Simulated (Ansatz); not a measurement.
## Li₆P₂Rh: settings compared (Ansatz)

Run with:

```bash
ansatz run input.yaml --threads 1 --pin off --max-ram 2560MiB --backend cpu --events-out ev --progress --plain --runs-dir out
```

The input file (Ansatz 0.2.0, plane waves):

```yaml
crystal:
  lattice:
    - [3.230887, 5.596058, 0.0]
    - [-3.230887, 5.596058, 0.0]
    - [0.0, 0.0, 3.213222]
  atoms:
    - { symbol: Li, position: [0.242, 0.758, 0.0] }
    - { symbol: Li, position: [0.758, 0.0, 0.0] }
    - { symbol: Li, position: [0.0, 0.242, 0.0] }
    - { symbol: Li, position: [0.6068, 0.3932, 0.5] }
    - { symbol: Li, position: [0.3932, 0.0, 0.5] }
    - { symbol: Li, position: [0.0, 0.6068, 0.5] }
    - { symbol: Rh, position: [0.0, 0.0, 0.5] }
    - { symbol: P, position: [0.3333, 0.3334, 0.0] }
    - { symbol: P, position: [0.6667, 0.6666, 0.0] }
  symmetry: { tolerance: 0.0003 }
kpoints:
  mp_grid: { grid: [3, 3, 6], shift: [0, 0, 0] }
magnetization:
  spin_polarized: false
scf:
  occupations: { method: fermi_dirac }
hamiltonian:
  pseudopotentials: { kind: paw }
  xc: pbe
basis:
  ecutwfc: 420
output:
  forces: true
  stress: true
  eigenvalues: true
```

Origin of the cell: a known structure type with other elements, at an estimated volume, so it need not be a known compound.

The smearing width isn't typed, so it takes its default of 0.1 eV.

Output of this run (shortened):

```
Warning: the atoms were moved onto the symmetric positions of the space group found under crystal.symmetry.tolerance 3.0e-4 (fractional; no operation is sought that the atoms, as they stand i […]
Pseudopotentials: kind: paw
Pseudopotential: Li, paw, valence charge 3, recommended cutoff 420 eV (normal), Li.paw.azcp
Pseudopotential: Rh, paw, valence charge 17, recommended cutoff 420 eV (normal), Rh.paw.azcp
Pseudopotential: P, paw, valence charge 5, recommended cutoff 420 eV (normal), P.paw.azcp
Functional definition: PBE
  exchange = pbe_x(kappa = kappa, mu = beta*pi^2/3)
  correlation = pbe_c(beta = beta)
Crystal: 9 atoms, lattice volume = 116.192 Å³
Basis set: ecut = 420 eV, 2255 PW (Γ), exchange–correlation on 90×90×48 points (8 copies of the dense FFT grid, shifted against one another)
Bands: 32, of which v1, the nominal top of the filled ones, is band 23 counted from 1 (22 counted from 0)
Symmetry: 12 space group operations
[… 8 lines left out …]
Initial density: superposition of atomic densities (neutral atoms: chi_scale 0, normalization atom), corrected by the library's trained network
Functional: x = pbe(κ = 0.804, μ = 0.219515), c = pbe(β = 0.066725)
SCF iter   1: F=—  HF=-9143.528360 eV  Δρ=1.38e-2  dr2=6.03e-1  defer=6
SCF iter   2: F=—  HF=-9143.476181 eV  Δρ=5.87e-3  dr2=1.56e-1  defer=6
SCF iter   3: F=—  HF=-9143.458746 eV  Δρ=1.61e-3  dr2=3.21e-3  defer=7
SCF iter   4: F=—  HF=-9143.458337 eV  Δρ=6.12e-4  dr2=1.46e-3  defer=7
SCF iter   5: F=—  HF=-9143.458172 eV  Δρ=1.80e-4  dr2=7.47e-5  defer=7
SCF iter   6: F=—  HF=-9143.458163 eV  Δρ=6.93e-5  dr2=7.71e-6  defer=7
SCF iter   7: F=—  HF=-9143.458162 eV  Δρ=2.33e-5  dr2=7.99e-7  defer=7
SCF iter   8: F=-9143.458162 eV  HF=-9143.458162 eV  Δρ=2.57e-6  dr2=1.25e-8
SCF 1 converged in 8 iterations: F = -9143.458162 eV  dr2 = 1.25e-8
SCF converged after 8 iterations
Free energy (F): -9143.458162 eV
Harris-Foulkes:  -9143.458162 eV  (|F-HF|=7.28e-9)
Internal energy: -9143.288619 eV  (E = F + TS)
E sigma→0 (E₀):  -9143.373391 eV
Entropy (-TS):   -0.169543 eV (-18.838 meV/atom)
Fermi energy:    6.173011 eV
--- Per-component energies (eV) ---
  E_band       = -749.961208
  E_kinetic    = 860.231158
  E_local      = -4068.510444  (includes V_loc(G=0)·N_el)
  E_nonlocal   = 232.274635
  E_hartree    = 1540.773803
  E_xc         = -412.229631
  E_vxc        = -486.977208  (∫ρ·V_xc dr)
  E_paw        = -4855.853778  (= ΣΔE_a)
  E_vpaw       = -368.523044  (= ΣTr[D̂ρ^β])
  E_aug_tail   = 0.000964  (compensation charges beyond the density's cutoff)
  E_ewald      = -2439.975326
  E_smearing   = -0.169543  (= −TS)
  Σ components = -9143.458162   (vs F -9143.458162, Δ=0.00e0)
--- Forces (eV/Å), atoms counted from 1 ---
  atom   1  Li     1.592154     0.000000     0.000000
  atom   2  Li    -0.796077    -1.378846     0.000000
  atom   3  Li    -0.796077     1.378846     0.000000
  atom   4  Li    -0.328914     0.000000     0.000000
  atom   5  Li     0.164457     0.284848     0.000000
  atom   6  Li     0.164457    -0.284848     0.000000
  atom   7  Rh     0.000000     0.000000     0.000000
  atom   8  P     -0.000000     0.000000     0.000000
  atom   9  P     -0.000000    -0.000000     0.000000
  max |Σ_I F_I| component: 2.78e-17 eV/Å
--- Stress (GPa, compression-positive) ---
       11.194792       0.000000       0.000000
        0.000000      11.194792       0.000000
        0.000000       0.000000       3.810386
  P = ⅓ Tr σ = 8.7333 GPa (87.333 kbar)
```

The same input was run again with these changes:

1. `basis.ecutwfc` 420 → "25.7 Ry"
2. `scf.lower_state_search` default → light; `hamiltonian.xc` pbe → r2scan
3. `basis.ecutwfc` 420 → "300 eV"; `scf.eigensolver.kind` default → davidson; `accuracy` default → medium
4. `hamiltonian.hubbard` default → { sites: [{ species: Rh, l: d, u_eff: 5.0 }], double_counting: fll }; `scf.n_extra_bands` default → 4

| run | end | SCF iterations | P (GPa) | max force component (eV/Å) | moment (μB) | ΔE(σ→0) (meV/atom) |
| --- | --- | --- | --- | --- | --- | --- |
| base | converged | 8 | 8.73 | 1.592 | – | 0 |
| 1 | converged | 8 | 8.74 | 1.593 | – | 2.18 |
| 2 | converged | 9 | 8.10 | 1.528 | – | – |
| 3 | converged | 8 | 8.80 | 1.598 | – | 27.02 |
| 4 | converged | 9 | 7.95 | 1.314 | – | – |

Energies are compared only where functional, datasets, charge and starting cell are the same.

Not properties of the system: run 3 (too coarse or loose: `basis.ecutwfc` = "300 eV").

Caveats of the base run: no moments, though an odd count or open d shells may carry them; the k mesh is coarse if the cell is a metal.

Run 1: the cutoff lies below the datasets' advice.
Run 2: the cutoff lies below the datasets' advice.
Run 3: the cutoff lies below the datasets' advice.

Time of the base run: 3.9 s on 1 thread of Arm Neoverse V2 (shared host), peak memory 0.33 GiB, from the program's own first density.
